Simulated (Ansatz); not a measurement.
The elements of this relaxed trial crystal are hidden behind letters.

```
lattice vectors (Å)
   3.5317    0.0000    0.0000
   0.0000    7.1705    0.0000
   0.0000    0.0000    5.0825
fractional positions
X 0.0000 0.0000 0.9991
Z 0.5000 0.2674 0.5006
Z 0.0000 0.5000 0.0070
Z 0.5000 0.7326 0.5006
Q 0.5000 0.0000 0.6893
Q 0.0000 0.2765 0.2677
Q 0.5000 0.5000 0.7679
Q 0.0000 0.7235 0.2677
```

These are results of DFT PBE, scalar-relativistic, plane waves, PAW (Ansatz 0.2.0), not measurements. Cutoff 420 eV, Γ-centred 10×6×8 mesh (8-atom cell), Gaussian smearing of 0.02 eV, no spin polarisation.

```
Space group                               : Pmm2 (No. 25)
Conventional cell                         : a = 3.532 Å, b = 7.170 Å, c = 5.082 Å
Volume per atom                           : 16.09 Å³
Density                                   : 4.63 g/cm³
Formation energy                          : +0.011 eV/atom
Gap on the 10×6×8 mesh of the 8-atom cell : 0.49 eV
```

Energies are uncorrected and count from the elements' standard states at the same level.

Problem. X is a p-block element of period 3, Z is a p-block element of period 2 and Q is a p-block element of period 4. Which elements are they?

Solution. X = Al, Z = B, Q = As, so the formula is AlB3As4. Density times volume gives a mean mass of 4.63 × 16.09/1.6605 = 44.9 u per atom, and this set has 44.9 u. Around Al lie 4 As at 2.37–2.41 Å; B on a site of symmetry m has 4 As at 2.13–2.15 Å; As on a site of symmetry mm2 has 2 B at 2.14 Å and 2 Al at 2.37 Å; 3 more sites not described. Other sets within the hints have nearly the same mass, so mass alone doesn't settle it; this one was computed.

Kohn–Sham gaps at this level usually fall short of measured ones. Symmetry constrained the relaxation, so the result can be a saddle point.
